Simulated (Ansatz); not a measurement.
ZrMo:
```
CELL_PARAMETERS angstrom
      1.61600    -6.00406     0.00000
      1.61600     6.00406     0.00000
      0.00000     0.00000     4.06985
ATOMIC_POSITIONS crystal
  Zr 0.66883 0.33117 0.25000
  Mo 0.94043 0.05957 0.25000
  Zr 0.33117 0.66883 0.75000
  Mo 0.05957 0.94043 0.75000
```

Relaxed with PBE. Special points in fractions of this cell's reciprocal vectors: Γ (0.000, 0.000, 0.000); Y (-0.500, 0.500, 0.000); C0 (-0.268, 0.732, 0.000); Σ0 (0.268, 0.268, 0.000); Z (0.000, 0.000, 0.500); A0 (0.268, 0.268, 0.500); E0 (-0.268, 0.732, 0.500); T (-0.500, 0.500, 0.500); S (0.000, 0.500, 0.000); R (0.000, 0.500, 0.500).

### Question
List the band energies nearest the Fermi level at these points for PBE (plane waves, PAW; program Ansatz).

### Answer
In eV from the Fermi level; about four levels below and three above (degenerate sets whole), none deeper than 8.9 eV; points with the same levels are listed once.

| k | below | above |
|---|---|---|
| Γ | -1.97 -1.87 -1.54 -1.17 | 0.19 0.21 0.22 |
| Y | -1.91 -1.33 -1.30 -0.05 | 0.18 0.24 0.41 |
| C0 | -2.56 -2.47 -2.10 -1.65 | 0.02 0.22 0.55 |
| Z | -1.10 -1.10 -0.41 -0.41 | 0.56 0.56 1.21 1.21 |
| A0 | -0.86 -0.86 -0.45 -0.45 | 0.93 0.93 1.50 1.50 |
| T | -1.39 -1.39 -1.25 -1.25 | 0.22 0.22 1.05 1.05 |
| S | -2.53 -1.85 -1.47 -0.30 | 0.10 0.67 1.02 |
| R | -0.71 -0.71 -0.47 -0.47 | 0.91 0.91 1.64 1.64 |

Space group Cmcm. The start of the workflow was typed in or built on a structure type; neither database checked (COD, Materials Project) lists it. Whether it is the stable phase at ambient conditions was not checked. Symmetry was held in the PBE relaxation; its stability against distortions is not shown here. The run is not spin-polarised. Its formation energy is positive at this level, so the cell may be metastable or incomplete. Scalar-relativistic: spin–orbit coupling is off unless named, which matters more the heavier the elements.

Potentials: the later of the program's two PAW sets.
